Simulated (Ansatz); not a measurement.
# Quadrupolar parameters in Ti

The cell is a COD entry whose atoms were relaxed with PBE, the cell held.

```
CELL_PARAMETERS angstrom
2.95000 0.00000 0.00000
-1.47500 2.55477 0.00000
0.00000 0.00000 4.68600
ATOMIC_POSITIONS crystal
Ti 0.33333 0.66667 0.25000
Ti 0.66667 0.33333 0.75000
```

Sites (sets of like atoms) are named by element and the number of their first atom in this list.

Computed with Ansatz: DFT, PBEsol, plane waves and PAW, scalar-relativistic, 420 eV cutoff, Γ-centred 18×18×10 k-points, Fermi–Dirac smearing 0.05 eV.

V_zz is the principal component of the electric field gradient with the largest magnitude, η = (V_xx − V_yy)/V_zz and C_Q = eQV_zz/h.

⁴⁷Ti: I = 5/2, Q = 302.0 mb. Q values from Pyykkö, Mol. Phys. 116, 1328 (2018).

| site | atoms (order as listed) | first shell | V_xx, V_yy, V_zz (10²¹ V/m²) | η | C_Q (MHz) |
| --- | --- | --- | --- | --- | --- |
| Ti | 1, 2 | 12 Ti at 2.90–2.95 Å | -0.93, -0.93, 1.87 | 0.00 | 13.7 |

An axis of threefold or higher order runs through Ti, so V_zz lies along it and η is zero.

At this cell the PBEsol pressure is -6 GPa, so with PBEsol the cell would shrink if it were relaxed. With no gap above 0.1 eV, as in a metal, the gradients converge slowly in k; expect changes of a tenth or more on a denser mesh.

The run took 3.2 s of wall time (3.1 s of CPU time) and 0.48 GiB at its peak, on 1 thread of AMD EPYC 9R45 (Zen 5) (x86_64; 16 cores open to the job, memory cap 3.0 GiB, no GPU), a shared host with a load of 0.4 a core.
